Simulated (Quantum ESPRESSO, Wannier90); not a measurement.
Tight-binding from DFT: GeS2 (P4₂/nmc)

```
begin unit_cell_cart
ang
    3.4873500000    0.0000000000    0.0000000000
    0.0000000000    3.4873500000    0.0000000000
    0.0000000000    0.0000000000   11.3804300000
end unit_cell_cart
begin atoms_frac
Ge   0.0000000000  0.0000000000  0.5000000000
Ge   0.5000000000  0.5000000000  0.0000000000
S    0.0000000000  0.5000000000 -0.1234600000
S    0.0000000000  0.5000000000  0.3765400000
S    0.5000000000  0.0000000000 -0.3765400000
S    0.5000000000  0.0000000000  0.1234600000
end atoms_frac
```

Cell from Materials Project (mp-1071032), symmetrised, no further relaxation. Not found in the COD (Crystallography Open Database) copy used, which has the formula in other groups; not checked further. Level: PBEsol, no spin polarisation, no spin-orbit coupling; pw.x of Quantum ESPRESSO at 63 Ry with PseudoDojo potentials, 8×8×4 k-points, Wannier90. Density: 10×10×4 mesh, Gaussian smearing 0.01 Ry. The cell is built of weakly bound layers, chains or molecules. Database cells relaxed without dispersion often hold them too far apart, which can enlarge gaps and weakens couplings between them; spacing and stacking were not compared with the measured crystal. Spin-orbit coupling, left out, would split the p-like bands by a few tenths of an eV.

A tight-binding model is made by disentanglement and projection with no localisation steps (num_iter = 0), so the 24 orbitals stay atom-like: hydrogen-like Ge: s;p; S: s;p, axes along x, y, z; frozen window up to 2.51 eV relative to the valence-band maximum. It follows pw.x to 1.6 meV rms for states up to 2.0 eV relative to the valence-band maximum. Matrix elements depend on this choice of orbitals and windows.

The 30 largest hoppings ⟨m,0|H|n,R⟩ between different sites (one of each Hermitian pair; signs follow the real orbitals' lobes; the list may end inside a set of equal values):

```csv
m,n,R,distance of the centres (Å),t (eV)
S4 py,Ge1 pz,0 1 0,2.29,2.144
S4 py,Ge1 pz,0 0 0,2.29,-2.144
Ge2 pz,S3 px,1 0 0,2.29,-2.144
S3 px,Ge2 pz,0 0 0,2.29,2.144
S5 px,Ge1 pz,1 0 -1,2.29,-2.142
S6 py,Ge2 pz,0 0 0,2.29,-2.142
Ge2 pz,S6 py,0 1 0,2.29,2.142
Ge1 pz,S5 px,0 0 1,2.29,2.142
Ge2 s,S3 px,1 0 0,2.29,2.115
S4 py,Ge1 s,0 1 0,2.29,-2.115
S4 py,Ge1 s,0 0 0,2.29,2.115
S3 px,Ge2 s,0 0 0,2.29,-2.115
Ge2 s,S6 py,0 1 0,2.29,2.114
S6 py,Ge2 s,0 0 0,2.29,-2.114
S5 px,Ge1 s,1 0 -1,2.29,-2.114
Ge1 s,S5 px,0 0 1,2.29,2.114
Ge2 py,S6 s,0 1 0,2.34,-2.109
Ge1 px,S5 s,0 0 1,2.35,-2.109
S6 s,Ge2 py,0 0 0,2.34,2.109
S4 s,Ge1 py,0 1 0,2.34,2.108
S4 s,Ge1 py,0 0 0,2.34,-2.108
S5 s,Ge1 px,1 0 -1,2.34,2.108
S3 s,Ge2 px,0 0 0,2.35,2.108
Ge2 px,S3 s,1 0 0,2.34,-2.108
S6 pz,Ge2 py,0 0 0,2.37,-2.024
S5 pz,Ge1 px,1 0 -1,2.37,-2.024
Ge2 py,S6 pz,0 1 0,2.37,2.024
S4 pz,Ge1 py,0 0 0,2.37,-2.024
S4 pz,Ge1 py,0 1 0,2.37,2.023
Ge2 px,S3 pz,1 0 0,2.37,-2.023
```
